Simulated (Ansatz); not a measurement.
A distorted cell of SiC (wurtzite):

```
SiC
1.0
    3.10313     0.00000     0.00000
   -1.55157     2.68739     0.00000
    0.00000     0.00000     4.95805
Si C
2 2
Direct
  0.66667   0.33333   0.00050
  0.33333   0.66667   0.50050
  0.66667   0.33333   0.62470
  0.33333   0.66667   0.12470
```

Level of theory: r2SCAN (plane waves to 500 eV, PAW, scalar-relativistic; Ansatz, an electronic-structure program). k mesh 12×12×7 (Γ-centred), Fermi-Dirac smearing 0.05 eV. E stands for the smeared free energy. Compression counts positive. As the atoms are clamped, bonds stretch with the cell, which overstates energies and stresses. SiC was relaxed with its symmetry unable to fall.

Problem. What is the stress tensor (GPa)?

Solution. 
```
   -5.2      0.0      0.0
    0.0     -5.2      0.0
    0.0      0.0     10.8
```
The pressure, a third of the trace, is 0.1 GPa.

Problem. It is the relaxed cell deformed to V/V₀ = 1.000, (c/a)/(c/a)₀ = 0.973, c along z, fractional positions held. What is its energy relative to the relaxed cell?

Solution. 9.3 meV/atom.

(Under strain, the slope of the energy per volume gives the stress and its curvature an elastic modulus.)
